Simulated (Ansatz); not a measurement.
A distorted cell of ScAl3 (Cu3Au type):

```xyz
8
Lattice="8.2110 0.0000 0.0000 4.1055 4.1055 0.0000 0.0000 0.0000 4.1055" Properties=species:S:1:pos:R:3 pbc="T T T"
Al     8.2110     2.0528     2.0528
Al     4.1055     2.0528     2.0528
Al    10.2638     2.0528     0.0000
Al     6.1583     2.0528     0.0000
Al     2.0528     0.0000     2.0528
Al     6.1583     0.0000     2.0528
Sc     0.0000     0.0000     0.2333
Sc     4.1055     0.0000    -0.2333
```

Calculation: PBE (plane waves to 420 eV, PAW, scalar-relativistic; Ansatz, a program for electronic structure). k mesh 11×11×11 (Γ-centred), Fermi-Dirac smearing 0.05 eV. Compression counts positive. With partly filled bands, energies and forces of such displacements shift with the k mesh and the smearing. ScAl3 is run without spin polarisation. ScAl3 was relaxed with its symmetry unable to fall.

### Question
Predict the force on every atom, in eV/Å.

### Answer
```tsv
atom	Fx	Fy	Fz
Al1	0.000	0.000	0.000
Al2	0.000	0.000	0.000
Al3	0.000	0.000	0.000
Al4	0.000	0.000	0.000
Al5	0.000	0.000	0.000
Al6	0.000	0.000	0.000
Sc7	0.000	0.000	-2.263
Sc8	0.000	0.000	2.263
```

### Question
Give the stress tensor in GPa and the pressure.

### Answer
```
    1.5      0.0      0.0
    0.0      1.5      0.0
    0.0      0.0      1.6
```
The pressure, a third of the trace, is 1.5 GPa.

(For displaced atoms, the force is minus the slope of the energy, and its curvature is a force constant, which sets phonon frequencies.)
